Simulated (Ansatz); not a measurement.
**Ba₂MoH₆Se: input and output**

The input, for Ansatz 0.2.0 (plane waves, PAW):

```yaml
crystal:
  lattice:
    - [0.0, 5.851902, 0.0]
    - [5.851902, 0.0, 0.0]
    - [2.925951, 2.925951, -4.152483]
  atoms:
    - { symbol: Se, position: [0.5, 0.5, 0.0] }
    - { symbol: H, position: [0.232, 0.232, 0.536] }
    - { symbol: H, position: [0.768, 0.768, 0.464] }
    - { symbol: Mo, position: [0.0, 0.0, 0.0] }
    - { symbol: Ba, position: [0.75, 0.25, 0.5] }
    - { symbol: Ba, position: [0.25, 0.75, 0.5] }
    - { symbol: H, position: [0.2341, 0.2341, 0.0] }
    - { symbol: H, position: [0.2341, 0.7659, 0.0] }
    - { symbol: H, position: [0.7659, 0.7659, 0.0] }
    - { symbol: H, position: [0.7659, 0.2341, 0.0] }
  symmetry: { tolerance: 0.0003 }
kpoints:
  mp_grid: { grid: [8, 8, 8], shift: [0, 0, 0] }
  band_path:
    path:
      - [0.0, 0.0, 0.0]
      - [0.5, 0.5, 0.5]
      - [0.5, 0.5, 0.25]
      - [0.0, 0.5, 0.0]
      - [0.0, 0.0, 0.0]
      - [0.0, 0.0, -0.5]
      - [0.0, 0.2517505, -0.37412475]
      - [0.0, 0.7482495, 0.37412475]
      - [0.0, 0.0, 0.0]
      - [0.5, 0.5, 0.5]
      - [0.2517505, 0.7482495, 0.5]
    npoints: 6
magnetization:
  spin_polarized: false
scf:
  occupations: { method: gaussian, width: 0.0398 }
  lower_state_search: "off"
  max_iter: 200
hamiltonian:
  pseudopotentials: { kind: paw }
  xc: mr2scan
basis:
  ecutwfc: 500
  fft_grid_basis: typed
output:
  forces: true
  stress: true
  eigenvalues: true
  bader: true
  populations: true
  elf: true
  write_potential: true
  volumetric_format: npy
  dos:
    e_range: [-12, 8]
    de: 0.05
    projected: { site_lists: { Ba: [Ba], H: [H], Mo: [Mo], Se: [Se] } }
checkpoint:
  read: saved_state
```

The saved state is an earlier solution for the same cell, perhaps on another mesh. 

Output (shortened):

```
Pseudopotentials: kind: paw
Pseudopotential: Se, paw, valence charge 16, recommended cutoff 500 eV (meta_gga), Se.paw.azcp
Pseudopotential: H, paw, valence charge 1, recommended cutoff 500 eV (meta_gga), H.paw.azcp
Pseudopotential: Mo, paw, valence charge 14, recommended cutoff 500 eV (meta_gga), Mo.paw.azcp
Pseudopotential: Ba, paw, valence charge 10, recommended cutoff 500 eV (meta_gga), Ba.paw.azcp
Functional definition: m-r2SCAN
  exchange = m_r2scan_x
  correlation = m_r2scan_c
Crystal: 10 atoms, lattice volume = 142.201 Å³
Basis set: ecut = 500 eV, 3679 PW (Γ), exchange–correlation on 180×180×180 points (64 copies of the dense FFT grid, shifted against one another)
Bands: 38, of which v1, the nominal top of the filled ones, is band 28 counted from 1 (27 counted from 0)
Symmetry: 16 space group operations
Space group: I4/mmm (ITA 139), of the structure as read, at distance tolerance 1.6e-3 Å
k-points: 59 of 512
Initial density: read from a saved state, or passed on in memory by an earlier SCF of this step, an earlier step, the calling program or the single point that the run made first
Functional: x = mr2scan, c = mr2scan; τ floored in thin density (d = 2e-4 eV/Å³)
SCF iter   1: F=-22470.1467 eV  Δρ=8.83e-3  dr2=2.87e-1  dr2_τ=8.97e-3
SCF iter   2: F=-22469.7657 eV  Δρ=1.38e-2  dr2=7.09e-1  dr2_τ=5.72e-2  recentre
SCF iter   3: F=-22470.3579 eV  Δρ=3.04e-3  dr2=2.99e-2  dr2_τ=6.73e-4  defer=67
SCF iter   4: F=-22470.3739 eV  Δρ=1.70e-3  dr2=7.57e-3  dr2_τ=3.31e-4  defer=106
SCF iter   5: F=-22470.3793 eV  Δρ=5.98e-4  dr2=8.48e-4  dr2_τ=7.26e-6  defer=106
SCF iter   6: F=-22470.3781 eV  Δρ=7.54e-4  dr2=2.18e-3  dr2_τ=7.60e-5  defer=106  recentre
SCF iter   7: F=-22470.3799 eV  Δρ=2.00e-4  dr2=6.97e-5  dr2_τ=7.38e-7  defer=106
SCF iter   8: F=-22470.3800 eV  Δρ=5.21e-5  dr2=3.25e-6  dr2_τ=1.15e-7  defer=107
SCF iter   9: F=-22470.3800 eV  Δρ=7.28e-5  dr2=1.90e-5  dr2_τ=5.46e-7  defer=107
SCF iter  10: F=-22470.3800 eV  Δρ=1.26e-5  dr2=5.17e-7  dr2_τ=4.72e-9  defer=107
SCF iter  11: F=-22470.3800 eV  Δρ=4.22e-6  dr2=3.83e-8  dr2_τ=1.09e-9
Free energy (F): -22470.3800 eV
Harris-Foulkes:  -22470.3800 eV  (|F-HF|=2.55e-8)
Internal energy: -22470.3625 eV  (E = F + TS)
E sigma→0 (E₀):  -22470.3712 eV
Entropy (-TS):   -0.0174 eV (-1.745 meV/atom)
Fermi energy:    9.1240 eV
--- Per-component energies (eV) ---
  E_band       = -672.0282
  E_kinetic    = 976.5987
  E_local      = -4550.2357  (includes V_loc(G=0)·N_el)
  E_nonlocal   = -331.4202
  E_hartree    = 1968.9195
  E_xc         = -644.7806
  E_vxc        = -732.4048  (∫ρ·V_xc dr)
  E_paw        = -15648.6167  (= ΣΔE_a)
  E_vpaw       = -12.6096  (= ΣTr[D̂ρ^β])
  E_aug_tail   = -0.0025  (compensation charges beyond the density's cutoff)
  E_vtau       = 40.2072  (kinetic-family band-sum trace: ∫τ·v_τ [+ j·A + Jᵃ·Aᵃ] dr)
  E_ewald      = -4238.9799
  E_core_change = -1.8451  (= ΣΔE_core)
  E_smearing   = -0.0174  (= −TS)
--- Forces (eV/Å), atoms counted from 1 ---
  atom   1  Se     0.0000     0.0000     0.0000
  atom   2  H      0.0000     0.0000    -1.0338
  atom   3  H      0.0000     0.0000     1.0338
  atom   4  Mo     0.0000     0.0000     0.0000
  atom   5  Ba     0.0000     0.0000     0.0000
  atom   6  Ba     0.0000     0.0000     0.0000
  atom   7  H     -0.6840    -0.6840     0.0000
  atom   8  H      0.6840    -0.6840     0.0000
  atom   9  H      0.6840     0.6840     0.0000
  atom  10  H     -0.6840     0.6840     0.0000
--- Stress (GPa, compression-positive) ---
        0.0845       0.0000       0.0000
        0.0000       0.0845       0.0000
        0.0000       0.0000       1.5530
  P = ⅓ Tr σ = 0.5740 GPa (5.740 kbar)
--- Löwdin populations: 10 sites ---
  site symbol       q [e]
     0     Se     16.4422
     1      H      1.3219
     2      H      1.3219
     3     Mo     14.2766
     4     Ba      8.3330
     5     Ba      8.3330
     6      H      1.3063
     7      H      1.3063
     8      H      1.3063
     9      H      1.3063
  spilling = 0.0133 (of n_electrons = 56.0000)
```

Absolute energies hang on the potentials; compare differences alone.

Origin: a known structure type with other elements, at an estimated volume, so it need not be a known compound. Caveats: many states at the Fermi level without spin polarisation, so a magnetic state may lie lower; m-r2SCAN is r2SCAN with a changed spin dependence that lowers moments.
